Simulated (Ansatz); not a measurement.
**Property card for Mo₃Ir**

Mo$_{3}$Ir:
```xyz
8
Lattice="4.9677 0.0000 0.0000 0.0000 4.9677 0.0000 0.0000 0.0000 4.9677" Properties=species:S:1:pos:R:3 pbc="T T T"
Mo     2.4838     1.2419     0.0000
Mo     2.4838     3.7258     0.0000
Mo     1.2419     0.0000     2.4838
Mo     3.7258     0.0000     2.4838
Mo     0.0000     2.4838     1.2419
Mo     0.0000     2.4838     3.7258
Ir     2.4838     2.4838     2.4838
Ir     0.0000     0.0000     0.0000
```

Space group Pm-3n (No. 223), A15 (Cr3Si type); conventional cell a = b = c = 4.968 Å, α = β = γ = 90.00°.

Method: plane-wave PAW r²SCAN (Ansatz code). Geometry: relaxed at this level of theory. Other levels are named where they apply.

### Cell and energy

```yaml
volume_per_atom: 15.32 Å³
density: 13.01 g/cm³
Formation energy from the elements (no fitted shifts): -9.2 kJ/mol of atoms
```

### Electronic structure

```yaml
electronic_character: metallic (no gap)
Density of states at the Fermi level: 1.0 states/eV per atom (mean over ±0.08 eV)
Gap with spin–orbit coupling: none (metallic)
```

### Mechanics

```yaml
Bulk modulus (Birch–Murnaghan fit): 296 GPa
Pressure derivative B′: 4.4
Elastic constants (relaxed ions, GPa): C11 = 535, C12 = 179, C44 = 88.2
mechanical_stability: stable (all eigenvalues of C positive)
hill_bulk_and_shear_moduli: 298 and 117 GPa
Young's modulus: 311 GPa
Poisson's ratio: 0.33
debye_temperature_from_the_elastic_constants: 404 K
```

### Phonons

```yaml
highest_zone_centre_frequency: 31.7 meV
zone_centre_stability: no imaginary mode at Γ
```

### Charges

```yaml
bader_charges: Mo +0.50, Ir -1.49 e
```

The workflow started from a Materials Project entry (that database holds measured and hypothetical structures alike); the Crystallography Open Database copy checked does not list it. Its standing as an ambient phase is unchecked. The r²SCAN relaxation kept the symmetry of its start. The run is not spin-polarised. As this level gives no gap, shear constants depend on the k-mesh and smearing (Fermi–Dirac, 0.1 eV here). As this level gives no gap, phonon frequencies hold no LO–TO term and depend on the k-mesh and smearing (Fermi–Dirac, 0.1 eV here). The references are the lowest solids computed at this level, not always the standard phases. Spin–orbit coupling is left out wherever it is not named.

Potentials: the later of the program's two PAW sets.
